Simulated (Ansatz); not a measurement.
What settings do to one calculation: zincblende alloy of InP and GaP (1 of 8 In sites exchanged), 16 atoms with displaced atoms

Ansatz (PAW, plane waves), atoms fixed. The base input:

```yaml
crystal:
  lattice:
    - [11.650535, 0.000000, 0.000000]
    - [0.000000, 5.825267, 0.000000]
    - [0.000000, 0.000000, 5.825267]
  atoms:
    - { symbol: In, position: [0.006391, 0.009168, 0.008838] }
    - { symbol: In, position: [0.496157, 0.973448, 0.987812] }
    - { symbol: In, position: [0.247204, 0.520422, 0.997965] }
    - { symbol: In, position: [0.758471, 0.499628, 0.011037] }
    - { symbol: In, position: [0.256129, 0.001459, 0.493823] }
    - { symbol: In, position: [0.744198, 0.021869, 0.509805] }
    - { symbol: In, position: [0.001439, 0.492194, 0.513877] }
    - { symbol: P, position: [0.125896, 0.221676, 0.252918] }
    - { symbol: P, position: [0.614579, 0.271747, 0.244569] }
    - { symbol: P, position: [0.374815, 0.772455, 0.248655] }
    - { symbol: P, position: [0.866937, 0.755216, 0.256050] }
    - { symbol: P, position: [0.368053, 0.228328, 0.749555] }
    - { symbol: P, position: [0.864597, 0.250637, 0.741520] }
    - { symbol: P, position: [0.121641, 0.762695, 0.748950] }
    - { symbol: P, position: [0.631341, 0.759485, 0.748172] }
    - { symbol: Ga, position: [0.495557, 0.499984, 0.508520] }
kpoints:
  mp_grid: { grid: [2, 2, 2], shift: [0.5, 0.5, 0.5] }
hamiltonian:
  xc: pbesol
scf:
  occupations: { method: fermi_dirac, width: 0.01 }
output:
  forces: true
  eigenvalues: true
  stress: true
  populations: true
```

Command:

```sh
ansatz run in.yaml --threads 7 --pin off --max-ram 13300MiB --runs-dir r --events-out ev --progress --plain
```

It converged in 8 iterations and 3.3 s of wall time on 7 threads of a Neoverse-V2 processor, on a host shared with other runs; peak host memory 1.1 GiB; largest force component 2.49 eV/Å, pressure 1.46 GPa. The cutoff was the default, 420 eV. The base isn't a converged reference: it has few k points, and its atoms are unrelaxed. Each run below changes the keys shown and caps the iterations.

| run | changed | ending | iterations | free energy less the base (meV per atom) | rms change of forces (eV/Å) | change of pressure (GPa) | wall time (s, shared host) |
| --- | --- | --- | --- | --- | --- | --- | --- |
| 1 | ecutwfc 240 eV, max_iter 70 | converged | 9 | 879.6 | 0.047 | 0.39 | 1.5 CPU |
| 2 | max_iter 100, total_charge -2 | converged | 11 | other zero | 0.326 | 1.60 | 3 CPU |
| 3 | max_iter 4, xc rpbe | not converged | – | – | – | – | – |
| 4 | max_iter 6, k points the Γ point alone | not converged | – | – | – | – | – |
| 5 | n_extra_bands 60, max_iter 60, k points a 2×2×1 mesh centred on Γ | converged | 9 | -13.5 | 0.056 | 0.07 | 2.1 CPU |
| 6 | mixing algorithm broyden, max_iter 50, k points a 1×1×2 mesh centred on Γ, total_charge -1 | converged | 10 | other zero | 0.103 | 2.04 | 1.4 CPU |
| 7 | ecutwfc 650 eV, max_iter 90 | converged | 8 | -1.2 | 0.000 | -0.01 | 5 CPU |
| 8 | dr2_threshold 0.01, max_iter 90 | converged | 6 | 0.0 | 0.000 | 0.00 | 2.4 CPU |

«Other zero»: another functional, charge or dispersion term moves the zero of energy, so the difference says nothing of accuracy.

Problem. Which changes leave the result alone, and which of the same physical model moves the forces most?

Solution. The forces move by under 0.002 eV/Å in runs 7, 8. Run 5 (n_extra_bands 60, max_iter 60, k points a 2×2×1 mesh centred on Γ) moves them most among the runs with the same functional, charge and dispersion term, by 0.056 eV/Å.

Problem. Why did some runs give no result?

Solution. - run 3: did not converge after 4 iterations: onsite_residual = 9.13e-5 (threshold 1.00e-7), under the density mixer `msr1`, which `scf.mixing.algorithm: auto` chose by the deck's other keys (type `scf.mixing.algorithm: msr1` to keep it);
- run 4: did not converge after 6 iterations: dr2 = 1.42e-5 (threshold 1.00e-7), under the density mixer `msr1`, which `scf.mixing.algorithm: auto` chose by the deck's other keys (type `scf.mixing.algorithm: msr1` to keep it);
